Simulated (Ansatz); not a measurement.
SrO:
```
SrO
1.0
    3.47768     0.00000     0.00000
   -1.73884     3.01176     0.00000
    0.00000     0.00000     6.08602
Sr O
2 2
Direct
  0.33333   0.66667   0.25000
  0.66667   0.33333   0.75000
  0.00000   0.00000   0.00000
  0.00000   0.00000   0.50000
```

Cartesian axes are those of the cell as given.

Q: Give the high-frequency dielectric tensor and the Born effective charge tensors of the independent atoms from DFPT, plane-wave PAW LDA (Ansatz code).

A: 
ε∞:
```
3.93  0.00  0.00
0.00  3.93  0.00
0.00  0.00  4.17
```
Z* of atom 1 (Sr), rows: field, columns: displacement, in e:
```
2.24  0.00  0.00
0.00  2.24  0.00
0.00  0.00  2.62
```
Z* of atom 3 (O), rows: field, columns: displacement, in e:
```
-2.24   0.00   0.00
 0.00  -2.24   0.00
 0.00   0.00  -2.62
```

Space group P6_3/mmc (NiAs type). The workflow started from a Materials Project entry (that database holds measured and hypothetical structures alike); the Crystallography Open Database copy checked does not list it. It is not the phase usual at ambient conditions (space group No. 225). The LDA relaxation kept the symmetry of its start; its stability against distortions is not shown here. Spin–orbit coupling is left out wherever it is not named.

Potentials: the later of the program's two PAW sets.
